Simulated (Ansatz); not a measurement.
A geometry of Mo away from equilibrium: step 2 of the relaxation of a relaxed Mo cell, doubled along one cell vector, shaken by Gaussian noise of σ = 0.08 Å a coordinate. These are r2SCAN (plane waves to 500 eV, PAW, scalar-relativistic; Ansatz, a first-principles code) values and carry that method's errors. Γ-centred k-mesh 13×7×4 on the run's cell (coarser than for final values), Fermi–Dirac smearing 0.05 eV.

```xyz
8
Lattice="2.7583 -0.0048 -0.0133 -2.7666 4.7717 0.0104 -0.0469 -0.0058 9.6054" Properties=species:S:1:pos:R:3:forces:R:3 pbc="T T T" free_energy=-39736.956 pressure_GPa=2.7
Mo    -0.0547     0.0074     0.0071   -0.0433    0.4388   -0.5337
Mo    -1.3466     2.4003     0.0802    0.0047   -0.4124   -0.5961
Mo    -0.0086    -0.0610     4.8566    0.0234   -0.4163   -1.2290
Mo    -1.3428     2.3330     4.8782   -0.0561    0.2869   -0.7559
Mo    -0.0198     1.5995     2.5109   -0.0714   -0.3090   -0.2167
Mo    -1.3699     3.9590     2.4105   -0.0808    0.2765    0.4433
Mo     1.4563     0.7957     7.0769    0.0638    0.0645    1.7286
Mo     0.0662     3.1696     7.1818    0.1597    0.0710    1.1594
```

Positions in Å, forces in eV/Å, free energy of the cell in eV (comparable only within this code, potentials and settings). Largest force: 1.73 eV/Å, on Mo7 (atoms numbered as listed); the geometry lies 0.51 eV/atom above the end of its relaxation.

No spin polarisation in the result.

Of the parent cell (P6₃/mmc (No. 194)): it is a generated cell of Mo: the first start was made by placing the elements on the sites of a structure type, and the end was not matched to a known phase here, so it may be hypothetical. Known forms of Mo include space group No. 229.
